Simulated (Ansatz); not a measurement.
The calculation used Ansatz 0.2.0, DFT PBE, scalar-relativistic, plane waves, PAW. Settings: cutoff 420 eV, Γ-centred meshes spaced at most about 0.3 Å⁻¹, and about 0.25 Å⁻¹ or finer for metals (2π included), Gaussian smearing. No spin polarisation in the final relaxations.

Temperature and zero-point effects are left out.

Compare these two cells of Ba₃HfO, each relaxed at this level.

A.

```cif
data_structure
_symmetry_space_group_name_H-M 'P4/mmm'
_symmetry_Int_Tables_number 123
_cell_length_a 6.5620
_cell_length_b 6.5620
_cell_length_c 4.1176
_cell_angle_alpha 90.000
_cell_angle_beta 90.000
_cell_angle_gamma 90.000
_cell_volume 177.30
loop_
_atom_site_label
_atom_site_type_symbol
_atom_site_symmetry_multiplicity
_atom_site_Wyckoff_symbol
_atom_site_fract_x
_atom_site_fract_y
_atom_site_fract_z
_atom_site_occupancy
Ba1 Ba 2 e 0.50000 0.00000 0.50000 1
Ba2 Ba 1 a 0.00000 0.00000 0.00000 1
Hf1 Hf 1 c 0.50000 0.50000 0.00000 1
O1 O 1 d 0.50000 0.50000 0.50000 1
```

B.

```cif
data_structure
_symmetry_space_group_name_H-M 'Pm-3m'
_symmetry_Int_Tables_number 221
_cell_length_a 5.4825
_cell_length_b 5.4825
_cell_length_c 5.4825
_cell_angle_alpha 90.000
_cell_angle_beta 90.000
_cell_angle_gamma 90.000
_cell_volume 164.79
loop_
_atom_site_label
_atom_site_type_symbol
_atom_site_symmetry_multiplicity
_atom_site_Wyckoff_symbol
_atom_site_fract_x
_atom_site_fract_y
_atom_site_fract_z
_atom_site_occupancy
Ba1 Ba 3 c 0.50000 0.50000 0.00000 1
Hf1 Hf 1 a 0.00000 0.00000 0.00000 1
O1 O 1 b 0.50000 0.50000 0.50000 1
```

Problem. Which form is favoured at zero pressure, and by what margin per atom?

Solution. A is lower, by 237 meV/atom. A has space group P4/mmm (No. 123), 35.5 Å³/atom and no gap on its mesh; B has the antiperovskite type, space group Pm-3m (No. 221), 33.0 Å³/atom and no gap. Counting Ba or Hf atoms around O (for each partner element, those within 1.25 times its shortest distance or 1.15 times the sum of covalent radii, where it is the nearest in units of that sum or under 1.3; a plus sign parts groups by distance over the sum of covalent radii), A has O 2+4 and B has O 6. The lower one is the more open, so pressure narrows the difference. In A, around Ba on a site of symmetry mmm lie 2 O at 3.28 Å, 4 Ba at 3.87 Å, 4 Hf at 3.87 Å, 2 Ba at 4.12 Å and 4 Ba at 4.64 Å; Hf is surrounded by 2 O at 2.06 Å and 8 Ba at 3.87 Å; O has 2 Hf at 2.06 Å and 4 Ba at 3.28 Å; 1 more site not described. In B, around Ba lie 2 O at 2.74 Å, 4 Hf at 3.88 Å and 8 Ba at 3.88 Å; around Hf lie 12 Ba at 3.88 Å; around O lie 6 Ba at 2.74 Å. Both come from invented guesses.

These runs have no spin–orbit coupling, which can matter for Hf. A magnetic state wasn't ruled out in cells without spin, among them Pm-3m. Cells relaxed within their symmetry can be saddle points.
